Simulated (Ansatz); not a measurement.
Sc3RuC4 in space group C2/m (No. 12; Pearson symbol mS32), plane-wave PAW r²SCAN (Ansatz code), all energies at zero smearing, with the estimated change up to a 700 eV cutoff added, with one set of potentials and settings (totals compare only within such a set). Cell of 16 atoms (6 Sc, 2 Ru, 8 C): -26647.894 eV.

```json
[
 {"element": "Sc", "reference phase": "P6_3/mmc, 2 atoms in the cell", "E (eV/atom)": "-2140.5738"},
 {"element": "Ru", "reference phase": "P6_3/mmc, 2 atoms in the cell", "E (eV/atom)": "-5890.7039"},
 {"element": "C", "reference phase": "P6_3/mmc, 4 atoms in the cell", "E (eV/atom)": "-251.6711"}
]
```

Formation energy per atom, worked out: (-26647.894 − 6×(-2140.5738) − 2×(-5890.7039) − 8×(-251.6711))/16 = -0.605 eV/atom (-58 kJ per mol of atoms), at 0 K, without zero-point energy or fitted corrections.

The first step of the workflow began from a Materials Project structure, measured or hypothetical; the Crystallography Open Database copy checked does not list it. With Sc and Ru taken as one species the cell has the higher symmetry Immm, so it may be an ordered model of a mixed-site phase. Whether it is the stable phase at ambient conditions was not checked. The r²SCAN relaxation kept the symmetry of its start; whether a distortion lowers the energy is not shown. The run is not spin-polarised. The references are the lowest solids computed at this level, not always the standard phases.

Potentials: the later of the program's two PAW sets.
